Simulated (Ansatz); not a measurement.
## BN, first-principles data

BN in space group P6_222 (No. 180; B on 3d, N on 3c), a = b = 2.610 Å, c = 5.829 Å, α = β = 90.00°, γ = 120.00°.

Space group P6_222 (No. 180); conventional cell a = b = 2.6098 Å, c = 5.8293 Å, α = β = 90.00°, γ = 120.00°.

Method: PBE in the plane-wave PAW code Ansatz. The cell and atoms are relaxed at this level. Other levels are named where they apply.

### Cell and energy

```
Property                                                      Result
-----------------------------------------------------  -------------
Volume per atom                                              5.73 Å³
Density                                                   3.60 g/cm³
Formation energy from the elements (no fitted shifts)  -0.23 eV/atom
```

### Electronic structure

```
Item                                                                                             Result
----------------------------------------  -------------------------------------------------------------
Band gap                                                                             3.69 eV (indirect)
Valence-band maximum                                                                               at Γ
Conduction-band minimum                   on the M–K line, 7 % of the way from M (6 equivalent valleys)
Smallest direct gap on the standard path                                                        6.20 eV
Electron effective mass                                          0.33, 0.70, 0.75 mₑ (principal values)
Hole effective mass                                                0.41, 2.4, 2.4 mₑ (principal values)
HSE06 gap on the PBE cell                                                                       4.99 eV
```

### Mechanics

```
Quantity                               Result
----------------------------------  ---------
Bulk modulus (Birch–Murnaghan fit)  3730 kbar
Pressure derivative B′                    3.8
```

A made-up cell: these elements were put on the sites of a structure type; neither database checked (COD, Materials Project) lists it. It is not the phase usual at ambient conditions (space group No. 186, 194, 216). The PBE relaxation kept the symmetry of its start; its stability against distortions is not shown here. The references are the lowest solids computed at this level, not always the standard phases (solids in place of the gases).

Potentials: the later of the program's two PAW sets.
